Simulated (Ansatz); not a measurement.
The cell is ZnS (P6_3mc) from a database of computed structures; cell and atoms were relaxed with r2SCAN. The symmetry is P6_3mc (No. 186, hexagonal); conventional cell a = 3.809 Å, c = 31.132 Å, 19.56 Å³ an atom. Around Zn lie 4 S at 2.33 Å; around Zn lie 4 S at 2.33–2.34 Å; around S lie 4 Zn at 2.33 Å (further sites aren't listed).

```xyz
20
Lattice="3.8091 0.0000 0.0000 -1.9045 3.2988 0.0000 0.0000 0.0000 31.1317" Properties=species:S:1:pos:R:3 pbc="T T T"
Zn    1.9045    1.0996    6.2258
Zn    0.0000    0.0000   24.9028
Zn    1.9045    1.0996   28.0189
Zn    0.0000    2.1992   21.7916
Zn    0.0000    2.1992    3.1144
Zn    1.9045    1.0996   18.6803
Zn    0.0000    0.0000    0.0037
Zn    0.0000    2.1992   12.4530
Zn    0.0000    0.0000    9.3369
Zn    0.0000    0.0000   15.5696
S     1.9045    1.0996    8.5591
S     0.0000    0.0000    2.3365
S     1.9045    1.0996   21.0136
S     0.0000    0.0000   27.2359
S     0.0000    2.1992   24.1250
S     0.0000    0.0000   17.9023
S     0.0000    2.1992    5.4478
S     0.0000    2.1992   14.7904
S     1.9045    1.0996   30.3562
S     0.0000    0.0000   11.6701
```

4 runs of Ansatz on this cell differ in the functional (and in the settings that go with it). Levels are in eV from each run's valence top; v1 is the last filled band, c1 the first empty one.

Run A, mean stress +2.3 GPa (compression positive):

| point | v5 | v3 | v1 | c1 | c2 | c3 |
| --- | --- | --- | --- | --- | --- | --- |
| Γ | -0.09 | -0.02 | 0.00 | 2.16 | 2.75 | 2.81 |
| M | -1.19 | -1.03 | -0.88 | 3.36 | 3.45 | 3.46 |
| K | -1.67 | -1.61 | -1.46 | 4.46 | 4.51 | 4.51 |

Run B, mean stress 0.0 GPa (compression positive):

| point | v5 | v3 | v1 | c1 | c2 | c3 |
| --- | --- | --- | --- | --- | --- | --- |
| Γ | -0.10 | -0.02 | 0.00 | 2.72 | 3.28 | 3.34 |
| M | -1.21 | -1.06 | -0.90 | 3.76 | 3.83 | 3.88 |
| K | -1.71 | -1.65 | -1.50 | 4.89 | 4.89 | 4.90 |

Run C, mean stress +1.6 GPa (compression positive):

| point | v5 | v3 | v1 | c1 | c2 | c3 |
| --- | --- | --- | --- | --- | --- | --- |
| Γ | -0.10 | -0.02 | 0.00 | 3.39 | 3.96 | 4.02 |
| M | -1.25 | -1.09 | -0.93 | 4.45 | 4.52 | 4.60 |
| K | -1.76 | -1.70 | -1.53 | 5.64 | 5.64 | 5.66 |

Run D, mean stress +1.4 GPa (compression positive):

| point | v5 | v3 | v1 | c1 | c2 | c3 |
| --- | --- | --- | --- | --- | --- | --- |
| Γ | -0.10 | -0.01 | 0.00 | 4.05 | 4.64 | 4.69 |
| M | -1.27 | -1.11 | -0.94 | 5.14 | 5.22 | 5.30 |
| K | -1.79 | -1.72 | -1.55 | 6.34 | 6.34 | 6.37 |

**Question.** Match the runs to PBE, r2SCAN, HSE06, PBE0.

**Answer.** A is PBE, B is r2SCAN, C is HSE06, D is PBE0. In order of the gap: PBE 2.16, r2SCAN 2.72, HSE06 3.39, PBE0 4.05 eV. The stress vanishes for r2SCAN, which relaxed the cell.

Spin-unpolarised throughout; all numbers are computed.

The program warns that its thresholds are loose for a hybrid's stress.

The meshes of the hybrids are coarse, so their gaps aren't converged to the digits shown.
